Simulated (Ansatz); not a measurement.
# A plane-wave run on SrB6

Input file of Ansatz 0.2.0:

```yaml
crystal:
  lattice:
    - [4.255131, 0.0, 0.0]
    - [0.0, 4.255131, 0.0]
    - [0.0, 0.0, 4.255131]
  atoms:
    - { symbol: Sr, position: [0.0, 0.0, 0.0] }
    - { symbol: B, position: [0.5, 0.5, 0.207] }
    - { symbol: B, position: [0.5, 0.5, 0.793] }
    - { symbol: B, position: [0.207, 0.5, 0.5] }
    - { symbol: B, position: [0.793, 0.5, 0.5] }
    - { symbol: B, position: [0.5, 0.207, 0.5] }
    - { symbol: B, position: [0.5, 0.793, 0.5] }
  symmetry: { tolerance: 0.0003 }
kpoints:
  mp_grid: { grid: [6, 6, 6], shift: [0, 0, 0] }
  band_path:
    path:
      - [0.0, 0.0, 0.0]
      - [0.0, 0.5, 0.0]
      - [0.5, 0.5, 0.0]
      - [0.0, 0.0, 0.0]
      - [0.5, 0.5, 0.5]
      - [0.0, 0.5, 0.0]
      - [0.5, 0.5, 0.5]
      - [0.5, 0.5, 0.0]
    npoints: 8
magnetization:
  spin_polarized: false
scf:
  occupations: { method: fermi_dirac, width: 0.0586 }
  lower_state_search: "off"
  max_iter: 200
hamiltonian:
  pseudopotentials: { kind: paw }
  xc: r2scan
basis:
  ecutwfc: 500
  fft_grid_basis: typed
output:
  forces: true
  stress: true
  eigenvalues: true
  bader: true
  populations: true
  elf: true
  write_potential: true
  volumetric_format: npy
  dos:
    e_range: [-12, 8]
    de: 0.05
    projected: { site_lists: { B: [B], Sr: [Sr] } }
checkpoint:
  read: saved_state
```

The run starts from an earlier solution of this cell. 

Parts of the output:

```
Free energy (F): -4498.0418 eV
Harris-Foulkes:  -4498.0418 eV  (|F-HF|=1.23e-7)
Internal energy: -4498.0409 eV  (E = F + TS)
E sigma→0 (E₀):  -4498.0414 eV
Entropy (-TS):   -0.0009 eV (-0.128 meV/atom)
Fermi energy:    8.4475 eV
--- Per-component energies (eV) ---
  E_band       = -55.3980
  E_kinetic    = 538.6976
  E_local      = -764.0827  (includes V_loc(G=0)·N_el)
  E_nonlocal   = 267.3270
  E_hartree    = 182.8862
  E_xc         = -352.7540
  E_vxc        = -426.0667  (∫ρ·V_xc dr)
  E_paw        = -3195.7651  (= ΣΔE_a)
  E_vpaw       = -58.1843  (= ΣTr[D̂ρ^β])
  E_aug_tail   =  0.0000  (compensation charges beyond the density's cutoff)
  E_vtau       = 21.1386  (kinetic-family band-sum trace: ∫τ·v_τ [+ j·A + Jᵃ·Aᵃ] dr)
  E_ewald      = -1174.0931
  E_core_change = -0.2567  (= ΣΔE_core)
  E_smearing   = -0.0009  (= −TS)
--- Forces (eV/Å), atoms counted from 1 ---
  atom   1  Sr     0.0000     0.0000     0.0000
  atom   2  B      0.0000     0.0000    -0.5384
  atom   3  B      0.0000     0.0000     0.5384
  atom   4  B     -0.5384     0.0000     0.0000
  atom   5  B      0.5384     0.0000     0.0000
  atom   6  B      0.0000    -0.5384     0.0000
  atom   7  B      0.0000     0.5384     0.0000
--- Stress (GPa, compression-positive) ---
       -5.8174       0.0000       0.0000
        0.0000      -5.8174       0.0000
        0.0000       0.0000      -5.8174
  P = ⅓ Tr σ = -5.8174 GPa (-58.174 kbar)
--- Löwdin populations: 7 sites ---
  site symbol       q [e]
     0     Sr      8.1081
     1      B      3.2883
     2      B      3.2883
     3      B      3.2883
     4      B      3.2883
     5      B      3.2883
     6      B      3.2883
  spilling = 0.0058 (of n_electrons = 28.0000)
--- Bader charges: 7 sites ---
  site symbol  charge [e]  shift [e]
     0     Sr      1.5664     0.0000
     1      B     -0.2611     0.0000
     2      B     -0.2611     0.0000
     3      B     -0.2611     0.0000
     4      B     -0.2611     0.0000
     5      B     -0.2610     0.0000
     6      B     -0.2611     0.0000
```

Origin: a database entry at a rescaled volume.
